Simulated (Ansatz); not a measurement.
GeSe in space group P6_3mc (No. 186; Ge on 2a, Ge on 2b, Se on 2a, Se on 2b) at seven volumes, DFT-PBE in the program Ansatz with PAW potentials, shape and atoms relaxed at each. One row is withheld.

| V (Å³/atom) | P (GPa) |
|---|---|
| 26.041 | ? |
| 26.900 | 2.14 |
| 27.758 | 0.98 |
| 28.617 | 0.00 |
| 29.475 | -0.83 |
| 30.334 | -1.52 |
| 31.192 | -2.10 |

Task: Fit the shown pressures and predict the withheld one.

Result: P = (3/2)B₀(x^(7/2) − x^(5/2))[1 + (3/4)(B′ − 4)(x − 1)] with x = (V₀/V)^(2/3). Least squares on the six rows gives V₀ = 28.615 Å³/atom, B₀ = 29.9 GPa, B′ = 4.76. At V = 26.041, x = 1.0649 and P = 3.53 GPa. The run itself gave 3.52 GPa.

The cell is a constructed one: a structure type filled with these elements; neither database checked (COD, Materials Project) lists it. It is not the phase usual at ambient conditions (space group No. 62). The PBE relaxation kept the symmetry of its start; its stability against distortions is not shown here.

Potentials: the later of the program's two PAW sets.
